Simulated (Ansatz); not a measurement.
Values for one crystal, relaxed and computed with the program Ansatz at the r²SCAN level (PAW); other levels are named.

Volume per atom: 10.40 Å³
Electronic character: metallic (no gap)
Density of states at the Fermi level: 0.53 states/eV per atom (mean over ±0.08 eV)
Formation energy from the elements (no fitted shifts): -0.44 eV/atom
Bulk modulus (Birch–Murnaghan fit): 240 GPa
Pressure derivative B′: 4.8

Problem. Which of these materials gives this?
A. LaCoSi3, I4mm (La on 2a, Co on 2a, Si on 2a, Si on 4b)
B. SiNi, Pnma (Ni on 4c, Si on 4c)
C. LaSi2Ni2, I4/mmm (La on 2a, Si on 4e, Ni on 4d)
D. SiNi3, Cu3Au type

Solution. D, SiNi3, Cu3Au type

Space group Pm-3m (Cu3Au type). Symmetry was held in the r²SCAN relaxation. The run is not spin-polarised. The references are the lowest solids computed at this level, not always the standard phases.

Potentials: the later of the program's two PAW sets.
